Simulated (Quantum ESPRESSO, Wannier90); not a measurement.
**Wannier functions of RuO$_{2}$ (rutile)**

```
begin unit_cell_cart
ang
    4.4825000000    0.0000000000    0.0000000000
    0.0000000000    4.4825000000    0.0000000000
    0.0000000000    0.0000000000    3.1113400000
end unit_cell_cart
begin atoms_frac
Ru   0.5000000000  0.5000000000  0.5000000000
Ru   0.0000000000  0.0000000000  0.0000000000
O   -0.1945600000  0.1945600000  0.5000000000
O    0.1945600000 -0.1945600000  0.5000000000
O    0.3054400000  0.3054400000  0.0000000000
O   -0.3054400000 -0.3054400000  0.0000000000
end atoms_frac
```

Materials Project entry mp-825; symmetrised, unrelaxed at this level. COD (Crystallography Open Database) has an entry of this formula and space group (matched by these alone). Level: PBEsol, spinors with spin-orbit coupling; pw.x of Quantum ESPRESSO at 68 Ry with PseudoDojo potentials, 4×4×6 k-points, Wannier90. Density: 8×8×10 mesh, cold smearing 0.01 Ry.

Bands 17-24 form an isolated set from -20.18 to -18.06 eV relative to the Fermi level (on the path) and are turned into 8 Wannier functions by minimising the spread from the start: atomic waves O 2s.

**Question.** Where do the functions sit, how wide are they and what are they made of?

**Answer.** 
```csv
functions,spread (Å²),"nearest atom, distance (Å)","second atom, distance (Å)",weight on atomic waves
8,0.63,O 0.01,Ru 1.95,"O 2s 84 %, Ru 4d 8 %, Ru 5s 6 %"
```

Ω_I = 5.00 Å², Ω_total = 5.00 Å²; the interpolated bands follow pw.x to 0.0 meV rms on the path. Only this start was tried; a symmetric start can stop on a saddle, and mixtures of these functions could lower the total by at most Ω_total − Ω_I.
